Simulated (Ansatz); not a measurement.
# Na2AlHgCl6: what symmetry allows forces and stress to be

```xyz
10
Lattice="0.0000 4.7529 4.7529 4.7529 0.0000 4.7529 5.3754 5.3754 -0.6226" Properties=species:S:1:pos:R:3 pbc="T T T"
Na    7.5497    7.5497    6.7089
Na    2.5786    2.5786    2.1743
Al    0.0000    0.0000    0.0000
Hg    5.0642    5.0642    4.4416
Cl    2.0593    4.7085    4.7973
Cl    5.4199    5.4199    1.4367
Cl    8.0691    5.4199    4.0859
Cl    4.7085    2.0593    4.7973
Cl    5.4199    8.0691    4.0859
Cl    4.7085    4.7085    7.4465
```

Theory: Ansatz, DFT PBE, scalar-relativistic, plane waves, PAW.

Plane waves to 420 eV, a k mesh through Γ of 6×6×6 on the computed 10-atom cell and Gaussian smearing (0.10 eV); no spin polarisation.

This distorted cell has space group R-3m, with 12 operations.

Task: Without a calculation: in which directions can each atom feel a force?

Result: A force must be left unchanged by every operation that keeps its atom in place, so it lies in the space that those operations leave fixed. Atoms that the group maps onto each other feel forces of one size.
| atom | site symmetry | operations at the site | equivalent to atom | allowed force (Cartesian) |
| --- | --- | --- | --- | --- |
| Na1 | 3m | 6 | 1 | along (0.58, 0.58, -0.58) |
| Na2 | 3m | 6 | 1 | along (0.58, 0.58, -0.58) |
| Al3 | -3m | 12 | 3 | none |
| Hg4 | -3m | 12 | 4 | none |
| Cl5 | .m | 2 | 5 | in the plane normal to (0.00, 0.71, 0.71) |
| Cl6 | .m | 2 | 5 | in the plane normal to (0.71, -0.71, 0.00) |
| Cl7 | .m | 2 | 5 | in the plane normal to (0.00, 0.71, 0.71) |
| Cl8 | .m | 2 | 5 | in the plane normal to (0.71, 0.00, 0.71) |
| Cl9 | .m | 2 | 5 | in the plane normal to (0.71, 0.00, 0.71) |
| Cl10 | .m | 2 | 5 | in the plane normal to (0.71, -0.71, 0.00) |

That leaves 3 independent force components of 30. A relaxation in this cell that keeps the symmetry moves the atoms in these directions alone.

Task: And the stress tensor?

Result: It must be invariant under the point group, which leaves 2 independent components: xx = yy, xx = zz, yy = zz, yz = xz. Further linear relations between components hold in this frame.

Task: Do the computed values obey this?

Result: Yes. Forces (eV/Å):
```
Na1  0.220  0.220 -0.220
Na2 -0.220 -0.220  0.220
Al3  0.000  0.000  0.000
Hg4  0.000  0.000  0.000
Cl5  5.042  0.137 -0.137
Cl6 -0.137 -0.137  5.042
Cl7 -5.042 -0.137  0.137
Cl8  0.137  5.042 -0.137
Cl9 -0.137 -5.042  0.137
Cl10 0.137  0.137 -5.042
```

Stress (GPa, compression positive, xx yy zz yz xz xy): 11.37 11.37 11.37 0.28 0.28 -0.28. The program imposes the same operations on density, forces and stress, so this confirms the analysis and is no independent test of the calculation.

Spin–orbit coupling is left out, which can shift energies with elements as heavy as these.